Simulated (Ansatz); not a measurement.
ZrTi₂C₃: a bulk modulus from differences

The structure comes from a generated guess, relaxed at this level; another structure or a mixture of phases may lie lower.

Theory: Ansatz 0.2.0, DFT PBE, scalar-relativistic, plane waves, PAW. Plane waves to 420 eV, a 16×16×16 mesh through Γ for the 6-atom cell and 0.10 eV Gaussian smearing; no spin polarisation.

```
Zr Ti C
1.0
    -1.58780    1.58780    6.68661
     1.58780   -1.58780    6.68661
     1.58780    1.58780   -6.68661
Zr Ti C
1 2 3
Direct
  0.00000 0.00000 0.00000
  0.67046 0.67046 0.00000
  0.32954 0.32954 0.00000
  0.82791 0.82791 0.00000
  0.50000 0.50000 0.00000
  0.17209 0.17209 0.00000
```

The cell was set to several volumes, with shape and atoms relaxed at each where symmetry leaves them free. Pressure is positive in compression, and energies count from the lowest row. No row has a gap on its mesh.

| row | V (Å³/atom) | P (GPa) | ΔE (meV/atom) |
| --- | --- | --- | --- |
| 1 | 9.890 | 38.34 | 145.0 |
| 2 | 10.227 | 26.46 | 77.2 |
| 3 | 10.564 | ? | ? |
| 4 | 10.901 | 7.52 | 7.7 |
| 5 | 11.238 | 0.00 | 0.0 |
| 6 | 11.576 | -6.45 | 7.0 |
| 7 | 11.913 | -11.98 | 26.5 |
| 8 | 12.362 | -18.12 | 69.1 |

Question: Find B = −V·ΔP/ΔV from rows 4 and 6 and from rows 1 and 2, and from the two its slope B′ and its value B0 at zero pressure.

Answer: Rows 4 and 6 give −(10.901 + 11.576)/2 × (-6.45 − (7.52))/(11.576 − 10.901) = 232.6 GPa at a mean pressure of 0.53 GPa. Rows 1 and 2 give −(9.890 + 10.227)/2 × (26.46 − (38.34))/(10.227 − 9.890) = 354.6 GPa at a mean pressure of 32.40 GPa. So B′ = (354.6 − 232.6)/(32.40 − (0.53)) = 3.83 and B0 = 232.6 − 3.83 × (0.53) = 230.6 GPa. A third-order Birch–Murnaghan fit to all the energies gives B0 = 231.5 GPa and B′ = 4.1.

Question: Estimate the pressure and energy of row 3.

Answer: From row 5, V0 = 11.238 × (1 + (0.00)/230.6) = 11.238 Å³/atom. Murnaghan's form P = (B0/B′)·[(V0/V)^B′ − 1] gives (230.6/3.83) × [(11.238/10.564)^3.83 − 1] = 16.09 GPa; the computed pressure is 16.27 GPa, so the estimate is off by -0.18 GPa. The work of compression from row 4, with the mean of the two pressures, gives ΔE = 7.7 + (16.09 + 7.52)/2 × (10.901 − 10.564)/160.2 × 1000 = 32.5 meV/atom (1 eV/Å³ = 160.2 GPa); the computed value is 32.5 meV/atom.

All volumes keep the k mesh of the relaxed cell. A later test with randomly moved atoms came back to the same energy, though modes that don't fit the test's cell weren't probed.
